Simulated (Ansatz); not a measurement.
## Notes on LaSi$_{2}$Ru$_{2}$

```yaml
crystal:
  lattice:
    - [0.00000, 4.13795, 0.00000]
    - [4.13795, 0.00000, 0.00000]
    - [2.06898, 2.06898, -5.19046]
  atoms:
    - { symbol: La, position: [0.00000, 0.00000, 0.00000] }
    - { symbol: Si, position: [0.38000, 0.38000, 0.24000] }
    - { symbol: Si, position: [0.62000, 0.62000, 0.76000] }
    - { symbol: Ru, position: [0.75000, 0.25000, 0.50000] }
    - { symbol: Ru, position: [0.25000, 0.75000, 0.50000] }
```

The numbers come from plane-wave PAW DFT (Ansatz): r2SCAN, no spin polarisation, 500 eV, 9×9×9 Γ-centred k points, fermi-dirac occupations (width 0.1 eV). Nothing was relaxed.

**Charges.** Bader charges in e: La +1.54, Si -0.08, Ru -0.69. In the mean La gives up most and Ru takes most.
**Stress.** The pressure is -3.6 GPa (compression positive), so with the atoms held at these fractions the cell would first shrink; the forces are large, so a full relaxation may end otherwise. The principal stresses -8.4, -1.3, -1.3 GPa differ, so its shape would change too.
**Electronic structure.** It is a metal, with about 3.6 states/eV a cell as the mean within 0.25 eV of the Fermi level, mostly Ru d (57 %), La d (17 %) and Si p (15 %).
**Forces.** The largest is on Si3 (and as large on other atoms): 2.29 eV/Å, components (0.00, 0.00, 2.29). It makes 57° with the line to a nearest neighbour, Ru4 at 2.47 Å.

Origin: a known structure type with other elements, at an estimated volume, so it need not be a known compound. Caveats: atoms or cell far from equilibrium; f levels without a U or exact exchange are poorly placed.
